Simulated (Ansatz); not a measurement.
WS in space group P-6m2 (No. 187; W on 1a, S on 1d) under volume change, plane-wave PAW PBEsol (Ansatz code), shape and atoms relaxed at each volume.

```tsv
V (Å³/atom)	E − E(relaxed) (meV/atom)	P (GPa)
12.791	101.4	28.00
13.213	42.5	17.08
13.634	10.0	7.83
14.056	0.0	0.00
14.478	8.9	-6.55
14.899	33.5	-11.83
15.321	71.1	-16.61
```

What does a third-order Birch–Murnaghan fit give for V₀, B₀ and B′?

V₀ = 14.06 Å³/atom, B₀ = 236 GPa, B′ = 4.8.

The start of the workflow was typed in or built on a structure type; neither database checked (COD, Materials Project) lists it. Whether it is the stable phase at ambient conditions was not checked. The cell was relaxed with PBEsol under the symmetry of its start; its stability against distortions is not shown here. The workflow began spin-polarised and lost its moments. Spin–orbit coupling is left out wherever it is not named.

Potentials: the earlier of the program's two PAW sets. The files were generated under PBE; for other functionals the program regenerates the frozen cores, and for LDA and PBEsol the local potential too.
